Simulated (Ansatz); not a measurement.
## WO: which magnetic state is lowest?

Level of theory: DFT PBEsol+U, scalar-relativistic, plane waves, PAW (Ansatz).

```
CELL_PARAMETERS angstrom
0.00000 2.32347 2.32347
2.32347 0.00000 2.32347
2.32347 2.32347 0.00000
ATOMIC_POSITIONS crystal
W 0.00000 0.00000 0.00000
O 0.25000 0.25000 0.25000
```

The plane-wave cutoff is 420 eV. The Γ-centred k-mesh is 16×16×16, the occupation rule is Gaussian smearing, 0.05 eV and the U_eff on Löwdin-orthogonalised atomic d orbitals is W 4 eV. The list of starting moments (μB, in atom order) is 2.5 0. The check for lower electronic states after the SCF is on.

All runs keep this geometry, which isn't relaxed for the lowest state (largest force there 0.000 eV/Å, pressure 16.4 GPa) and needn't be a stable compound; relaxing each order would shift the differences by some 70 meV/atom, going by the pressures and a bulk modulus of about 150 GPa. Spin–orbit coupling is left out, which for heavy magnetic ions can matter as much as these differences. Site moments are spin moments in atom-centred spheres that scale with the neighbour distance. The states are those that the runs reached from these starts; a lower one can exist. No antiferromagnetic start is among these.

Task: Starts tried: no spin; large parallel starting moments. Which state comes out lowest, and what are the moments?

Result: Of the states reached here, with no antiferromagnetic start among them, the lowest is ferromagnetic, reached from the start “large parallel starting moments”, with site moments (μB) W +0.90, O +0.09.

```json
{"start": "no spin", "ends": "non-magnetic", "energy above lowest (meV/atom)": "508", "site moments (μB)": "none over 0.05", "gap on mesh (eV)": "metal", "P (GPa)": "1.2"}
{"start": "large parallel starting moments", "ends": "ferromagnetic", "energy above lowest (meV/atom)": "0.00", "site moments (μB)": "W +0.90, O +0.09", "gap on mesh (eV)": "0.23", "P (GPa)": "16.4"}
```

Cost: 2 runs of about 0.46 core-minutes in all, on Arm Neoverse V2 (shared hosts).